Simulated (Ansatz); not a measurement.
CoPtW:
```
CoPtW
1.0
    2.73992     0.00000     0.00000
   -1.36996     2.37284     0.00000
    0.00000     0.00000     6.54855
Co Pt W
1 1 1
Direct
  0.00000   0.00000   0.99568
  0.33333   0.66667   0.32729
  0.66667   0.33333   0.67703
```
The run is spin-polarised; directions of the spins, atom by atom: ↑ 0 0.

Relaxed with r²SCAN.

Question: Give the Bader charges and basin volumes of the independent atoms, plane-wave PAW r²SCAN (Ansatz code).

Answer: 

```csv
atom,Bader charge (e),Bader volume (Å³)
Co1,+0.06,11.8
Pt2,-0.52,16.4
W3,+0.46,14.4
```

Space group P3m1. The start of the workflow was typed in or built on a structure type; neither database checked (COD, Materials Project) lists it. Whether it is the stable phase at ambient conditions was not checked. Symmetry was held in the r²SCAN relaxation; whether a distortion lowers the energy is not shown. Spin order of the final state: ferromagnetic, the only order run, not a proven ground state. Other orbital occupations within this spin state were not tried. Scalar-relativistic: spin–orbit coupling is off unless named, which matters more the heavier the elements.

Potentials: the later of the program's two PAW sets.
